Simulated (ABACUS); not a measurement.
Set-up for a self-consistent single point of CdHgSe2 (R3m, 4 atoms in the cell; from Materials Project mp-1226733, changed as shown).

```xyz
4
Lattice="2.1714 1.2537 7.0843 -2.1714 1.2537 7.0843 0.0000 -2.5073 7.0843" Properties=species:S:1:pos:R:3 pbc="T T T"
Cd     0.0000     0.0000    10.6335
Hg     0.0000     0.0000    21.2499
Se     0.0000     0.0000    18.5794
Se     0.0000     0.0000     7.9826
```

All values come from this method and carry its errors: PBEsol, PseudoDojo 0.4 standard norm-conserving PBEsol (tails mended) pseudopotentials (plane waves; ABACUS 3.10.1).

ABACUS settings:

| setting | value |
|---|---|
| KPT | Gamma 4 4 4 0 0 0 |
| basis_type | pw |
| ecutwfc | 102 Ry |
| smearing_method | fd |
| smearing_sigma | 0.00734986 Ry |
| potentials | PseudoDojo 0.4 standard norm-conserving PBEsol (tails mended) |
| symmetry | 1 |
| ks_solver | dav_subspace |
| scf_nmax | 100 |
| scf_thr | 1.0e-09 Ry |
| mixing_type | pulay |
| mixing_beta | 0.4 |

Results:

- Number of valence electrons = 72
- Number of bands = 46
- Number of k-points after the program's reduction = 13
- Number of plane waves (most at a k-point) = 13633
- Number of SCF iterations = 9
- FFT grid = 96 × 96 × 96
- Free energy E − TS = -15892.3594 eV
- Fermi level (on the code's own zero) = 8.03 eV
- Pressure = -0.64 GPa
- Largest force (vector length) = 0.035 eV/Å

Forces (eV/Å):
| atom | Fx | Fy | Fz |
|---|---|---|---|
| Cd1 | 0.000 | 0.000 | -0.001 |
| Hg2 | 0.000 | 0.000 | -0.035 |
| Se3 | 0.000 | 0.000 | 0.026 |
| Se4 | 0.000 | 0.000 | 0.010 |

Stress (GPa, positive for compression):
```
-0.51   0.00   0.00
 0.00  -0.51   0.00
 0.00   0.00  -0.89
```

For comparison: a first run was changed to give this one (volume scaled by 0.96), and from it to this one the free energy goes down by 11.6 meV/atom, the pressure goes from -2.42 to -0.64 GPa and the largest force goes from 0.030 to 0.035 eV/Å.

The structure comes from a collection of computed structures, made at another level of theory; the collection holds predicted forms beside known ones. Its lattice was then scaled. No clean gap shows at this smearing width and mesh (spacing up to 0.42 Å⁻¹); the mesh is coarse for partly filled bands, so the values carry mesh errors. Semi-local functionals can close small gaps.

Cost on one core: around 8 core-minutes (rough).

“Tails mended”: in these copies of the files the far tail of each local potential was reset to the Coulomb form.
